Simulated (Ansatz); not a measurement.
All numbers below come from DFT PBE, scalar-relativistic, plane waves, PAW in Ansatz. Settings: cutoff 420 eV, Γ-centred meshes spaced at most about 0.3 Å⁻¹, and about 0.25 Å⁻¹ or finer for metals (2π included), Gaussian smearing. Collinear spin in cells that started with moments and kept them past the coarse steps, no spin elsewhere.

Temperature and zero-point effects are left out. All come from trial cells, and lower structures may exist.

**Question.** Which of these relaxed structures of YAlC4N4 is the lowest in energy?
1.

```
Y Al C N
1.0
     6.24137    0.00000    0.00000
     0.00000    6.24137    0.00000
     0.00000    0.00000    6.24137
Y Al C N
1 1 4 4
Direct
  0.50000 0.50000 0.50000
  0.00000 0.00000 0.00000
  0.18147 0.18147 0.18147
  0.18147 0.81853 0.81853
  0.81853 0.18147 0.81853
  0.81853 0.81853 0.18147
  0.29105 0.29105 0.29105
  0.29105 0.70895 0.70895
  0.70895 0.29105 0.70895
  0.70895 0.70895 0.29105
```

2.

```
Y Al C N
1.0
     6.26583    0.00000    0.00000
     0.00000    6.26583    0.00000
     0.00000    0.00000    6.26583
Y Al C N
1 1 4 4
Direct
  0.00000 0.00000 0.00000
  0.50000 0.50000 0.50000
  0.22131 0.22131 0.22131
  0.22131 0.77869 0.77869
  0.77869 0.22131 0.77869
  0.77869 0.77869 0.22131
  0.33053 0.33053 0.33053
  0.33053 0.66947 0.66947
  0.66947 0.33053 0.66947
  0.66947 0.66947 0.33053
```

**Answer.** 1. It has space group P-43m (No. 215); the next, 2, with space group P-43m (No. 215), lies 13 meV/atom higher. Largest moments: 1 no spin, 2 0.3 μB. The shortest distance is 1.18 Å (C–N) in the lowest and 1.19 Å (C–N) in the next. Even the lowest lies +0.09 eV/atom against the elements.

The k mesh leaves some 4 meV/atom of noise in the energy of each metallic cell. A magnetic state wasn't ruled out in cells without spin, among them P-43m at 24.3 Å³/atom. Another magnetic order may lie lower. Cells relaxed within their symmetry can be saddle points. Some types were kept out of the candidates beforehand, so the set may lack a known form.
